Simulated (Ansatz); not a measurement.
5 guesses for Si4B and where they end

The calculation used DFT PBE, scalar-relativistic, plane waves, PAW in Ansatz 0.2.0. Settings: cutoff 420 eV, Γ-centred meshes spaced at most about 0.3 Å⁻¹, and about 0.25 Å⁻¹ or finer for metals (2π included), Gaussian smearing. No spin polarisation in the final relaxations.

Each guess was relaxed in cell and atoms at zero pressure, within the symmetry of its start. These are static total energies at zero pressure. Coordination counts Si atoms around B (those within 1.25 times the shortest such distance or 1.15 times the sum of covalent radii, 1.27 where that leaves under three; a plus sign parts nearer from farther groups).

```
guess    made from  start group  V start (Å³/atom)  end group  V end (Å³/atom)  coordination at the end  gap on mesh (eV)  E over the lowest end (meV/atom)
    1   CrGa4 type        Im-3m               14.0      Im-3m             13.8                      B 8                 0                                 0
    2    Ni4N type        Pm-3m               13.9      Pm-3m             14.1                      B 6                 0                               130
    3  random cell       P6/mmm               16.3     P6/mmm             17.3                      B 2                 0                               482
    4  random cell       P6/mmm               14.1          ?                ?                        ?                 ?                                 ?
    5  random cell       P6/mmm               16.6     P6/mmm             18.9                      B 2                 0                               413
```

Guess 4 as it starts:

```yaml
crystal:
  lattice:
    - [3.45728, 0.00000, 0.00000]
    - [-1.72864, 2.99409, 0.00000]
    - [0.00000, 0.00000, 6.81200]
  atoms:
    - { symbol: Si, position: [0.50000, 0.00000, 0.00000] }
    - { symbol: Si, position: [0.00000, 0.50000, 0.00000] }
    - { symbol: Si, position: [0.50000, 0.50000, 0.00000] }
    - { symbol: Si, position: [0.00000, 0.00000, 0.50000] }
    - { symbol: B, position: [0.00000, 0.00000, 0.00000] }
```

Q: Fill in the missing row: what does this guess relax into, and where does it rank?

A: It ends in space group P6/mmm (No. 191), with a = 4.923 Å, c = 3.929 Å, 16.5 Å³/atom and no gap. It lies 0.40 eV/atom over the lowest end, above guess 2 and below guess 5. Counting Si atoms around B, this end has B 2+6 and the lowest (guess 1) has B 8. This end holds Si–Si nets (shortest 2.46 Å); in the lowest (guess 1) the shortest Si–Si distance is 2.58 Å, near bonding range too.

```yaml
crystal:
  lattice:
    - [4.92265, 0.00000, 0.00000]
    - [-2.46132, 4.26314, 0.00000]
    - [0.00000, 0.00000, 3.92871]
  atoms:
    - { symbol: Si, position: [0.50000, 0.00000, 0.00000] }
    - { symbol: Si, position: [0.00000, 0.50000, 0.00000] }
    - { symbol: Si, position: [0.50000, 0.50000, 0.00000] }
    - { symbol: Si, position: [0.00000, 0.00000, 0.50000] }
    - { symbol: B, position: [0.00000, 0.00000, 0.00000] }
```

The zero of energy is the elements' standard structures at the same level; no fitted shifts are applied.

Q: Is the lowest end bound against the elements?

A: No: its formation energy is +0.61 eV/atom. The separate elements lie lower, so it is unstable against them.

For metals, differences of a few meV/atom aren't resolved. A magnetic state wasn't ruled out in cells without spin, among them Im-3m, Pm-3m, P6/mmm at 16.5 Å³/atom, P6/mmm at 18.9 Å³/atom, P6/mmm at 17.3 Å³/atom. Cells relaxed within their symmetry can be saddle points. A lower structure may well exist outside this small set. Some structure types and database cells were kept out of the candidates from the start, so a known form may be missing.
